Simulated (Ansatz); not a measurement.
Relaxed-ion elastic tensor of TiNF in space group Pmmn (No. 59; Ti on 2b, N on 2a, F on 2a) in GPa (Voigt order), plane-wave PAW r²SCAN+D4 (Ansatz code); density 3.90 g/cm³, 11.47 Å³ per atom.

```
 356  94.4  25.2   0.0   0.0   0.0
94.4   339  12.1   0.0   0.0   0.0
25.2  12.1  48.9   0.0   0.0   0.0
 0.0   0.0   0.0  19.0   0.0   0.0
 0.0   0.0   0.0   0.0  29.2   0.0
 0.0   0.0   0.0   0.0   0.0   134
```

Is the crystal mechanically stable?

Yes: the smallest eigenvalue of C is 19.0 GPa.

Work out the Voigt, Reuss and Hill averages.

K_V = 112, K_R = 44.6, K_H = 78.2; G_V = 77.2, G_R = 37.2, G_H = 57.2 GPa.

Give Young's modulus, Poisson's ratio, Pugh's ratio and the universal anisotropy index.

E = 9KG/(3K + G) = 138 GPa; ν = 0.21; K/G = 1.37 (brittle by the Pugh limit of 1.75); A_U = 5G_V/G_R + K_V/K_R − 6 = 6.89.

Estimate the sound speeds and the Debye temperature.

v_l = √((K + 4G/3)/ρ) = 6290 m/s, v_t = √(G/ρ) = 3830 m/s, mean 4230 m/s; Θ = (h/k)(3n/4πV)^(1/3) v_m = 558 K.

Solve the Christoffel equation for the three sound speeds along x, y, z.

Eigenvalues of C_ijkl n_j n_l equal ρv². In km/s, slowest first: x 2.73, 5.85, 9.55; y 2.21, 5.85, 9.31; z 2.21, 2.73, 3.54.

How much does each axis shrink under pressure?

Linear compressibilities β_i = Σ_j S_ij (j = 1 to 3): x 0.90, y 2.0, z 20 per TPa.

The workflow started from a Materials Project entry (that database holds measured and hypothetical structures alike); the Crystallography Open Database copy checked does not list it. Whether it is the stable phase at ambient conditions was not checked. The r²SCAN+D4 relaxation kept the symmetry of its start; whether a distortion lowers the energy is not shown. The run is not spin-polarised.

Potentials: the later of the program's two PAW sets.
